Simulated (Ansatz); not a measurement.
# B3N2: from a guess to a relaxed structure

Computed with Ansatz 0.2.0, DFT PBE, scalar-relativistic, plane waves, PAW. Cutoff 420 eV, Gaussian smearing, Γ-centred meshes. Cell and atoms relax first on a coarse mesh and then on a finer one. In between, the cell is made exact in the group found at 0.06 Å. In metals the finer mesh still leaves noise of several meV/atom or more. The steps can't lower the symmetry of their start. No spin polarisation in the relaxation; trial moments died out in a coarse test.

Recipe of this trial structure of B3N2: random cell by space group and Wyckoff sites (P6/mmm, No. 191). The dimensions are guesses.

```xyz
5
Lattice="3.6912 0.0000 0.0000 -1.8456 3.1966 0.0000 0.0000 0.0000 3.5379" Properties=species:S:1:pos:R:3 pbc="T T T"
B     1.8456    0.0000    0.0000
B    -0.9228    1.5983    0.0000
B     0.9228    1.5983    0.0000
N     0.0000    0.0000    1.1462
N     0.0000    0.0000    2.3917
```

Energies over the elements count from the elements' standard structures at the same level (N₂ as a molecule), with no fitted energy shifts.

**Question.** Which structure results?

**Answer.** The symmetry stays P6/mmm (No. 191). The volume per atom grows by 112.5 %, from 8.3 to 17.7 Å³. The shortest distance goes from 1.25 Å (N–N) to 1.10 Å (N–N). The ratio c/a of the conventional cell changes by a factor of 2.88. The energy falls by about 1.1 eV/atom (the start's value is from the coarse mesh). Conventional cell: a = 3.336 Å, c = 9.202 Å. B has 4 B at 1.67 Å; N has 1 N at 1.10 Å.

```
B N
1.0
     3.33616    0.00000    0.00000
    -1.66808    2.88920    0.00000
     0.00000    0.00000    9.20188
B N
3 2
Direct
  0.50000 0.00000 0.00000
  0.00000 0.50000 0.00000
  0.50000 0.50000 0.00000
  0.00000 0.00000 0.44012
  0.00000 0.00000 0.55988
```

**Question.** How does it come out in energy, and is it a metal?

**Answer.** The formation energy is +0.57 eV/atom and the gap on the 12×12×4 mesh of the 5-atom cell is 0 eV (a metal).

It can't be a ground state, since the elements alone are lower.

The last run used Gaussian smearing of 0.10 eV. Weakly bound directions are ill-defined at this level, which has no dispersion term. An odd number of electrons in the primitive cell allows no gap without spin; a larger cell or a magnetic state could open one. A structure relaxed within its symmetry needn't be a true minimum. In all, the 4 runs took 8 min on 1 thread of Intel(R) Xeon(R) Processor @ 2.50GHz (Skylake/Cascade Lake), on a shared host. Another cell of B3N2 relaxed alike, in R32, lies 0.84 eV/atom lower, so this cell isn't the stable form at this level.
